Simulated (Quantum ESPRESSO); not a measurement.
Ga$_{2}$O$_{3}$ is modelled in the trigonal space group R-3c, hexagonal axes (No. 167), the corundum structure, Pearson symbol hR10. Lattice parameters: a = b = 4.997 Å, c = 13.451 Å, α = β = 90.00°, γ = 120.00°. O on 18e sees 2 Ga at 1.930 Å and 2 Ga at 2.077 Å. Ga on 12c is surrounded by 3 O at 1.930 Å and 3 O at 2.077 Å. (Neighbours: up to the widest gap in distance over summed covalent radii, below 1.35, at either atom; cation-cation contacts left out.)
(The calculation used a cell of 10 atoms; values per cell refer to that cell.)

The geometry is that of Materials Project entry mp-1243, symmetrised and not relaxed again.

Task: What does norm-conserving PBEsol (Quantum ESPRESSO, 84 Ry, scalar-relativistic) give for the electronic structure near the Fermi level?

Result: The PBEsol gap is indirect, 2.75 eV, from 40 % of the way from Γ to X to Γ; the smallest direct gap is 3.00 eV. Spin-orbit splittings are left out.

This is not the ordinary phase of the substance.
